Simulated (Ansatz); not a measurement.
A Co5Si10Pd3Pt2 cell: elements on a caesium chloride lattice, relaxed.

```
CELL_PARAMETERS angstrom
0.26661 -5.94016 0.42805
6.09054 -0.48063 2.88382
-3.09627 -0.29474 5.86966
ATOMIC_POSITIONS crystal
Si 0.27242 0.27220 0.11427
Si 0.14452 0.51796 0.57076
Si 0.16037 0.68280 0.96697
Si 0.81202 0.27766 0.14492
Si 0.64471 0.54795 0.48078
Si 0.70293 0.63920 0.86326
Si 0.34580 0.90338 0.22614
Si 0.23399 0.16275 0.68606
Si 0.87444 0.88526 0.22444
Si 0.80938 0.22021 0.68928
Co 0.45190 0.42157 0.74853
Co 0.09633 0.02863 0.98498
Co 0.05450 0.14342 0.37246
Co 0.02161 0.40435 0.89315
Co 0.98334 0.53894 0.27870
Pd 0.54706 0.13006 0.41487
Pd 0.36138 0.81241 0.66760
Pd 0.87549 0.84135 0.58091
Pt 0.62973 0.01746 0.95721
Pt 0.47559 0.54513 0.16296
```

Method: Ansatz, DFT PBE, scalar-relativistic, plane waves, PAW.

Cutoff 420 eV; k points 3×4×4 on the computed 20-atom cell (Γ-centred); Gaussian smearing, width 0.10 eV; collinear spin from starting moments 0 0 0 0 0 0 0 0 0 0 3 3 3 3 3 0 0 0 0 0 μB.

Task: Describe its local order.

Result: Counting as bonded all pairs within 1.2 times the summed covalent radii:

```csv
atom → neighbour,mean count,mean length (Å),spread (Å)
Co → Co,2.00,2.67,0.04
Co → Pd,1.40,2.84,0.11
Co → Pt,0.60,2.88,0.07
Co → Si,6.20,2.35,0.08
Pd → Co,2.33,2.84,0.11
Pd → Pd,2.67,3.00,0.08
Pd → Pt,1.00,3.00,0.07
Pd → Si,5.67,2.58,0.15
Pt → Co,1.50,2.88,0.07
Pt → Pd,1.50,3.00,0.07
Pt → Si,6.00,2.50,0.07
Si → Co,3.10,2.35,0.08
Si → Pd,1.70,2.58,0.15
Si → Pt,1.20,2.50,0.07
Si → Si,1.20,2.58,0.06
```

Angles between all pairs of such bonds at an atom (mean ± spread): 97 ± 33° at Co, 96 ± 34° at Pd, 97 ± 33° at Pt, 99 ± 32° at Si.

Task: Does it have a gap?

Result: It has no gap on the mesh. One magnetic start was tried.

The final mesh leaves forces up to 0.22 eV/Å and stresses up to 2.5 GPa: the relaxation ran on a coarser mesh, so the cell's shape, its bonds and its energy belong partly to that mesh.

The relaxation stopped before its thresholds.

The k mesh is coarse. Spin-orbit coupling is left out, which matters for the bands of heavy elements.

Cost: 2 runs of about 61 core-minutes in all (earlier runs that led there not counted), on AMD EPYC 7R43 (Zen 3) (shared hosts).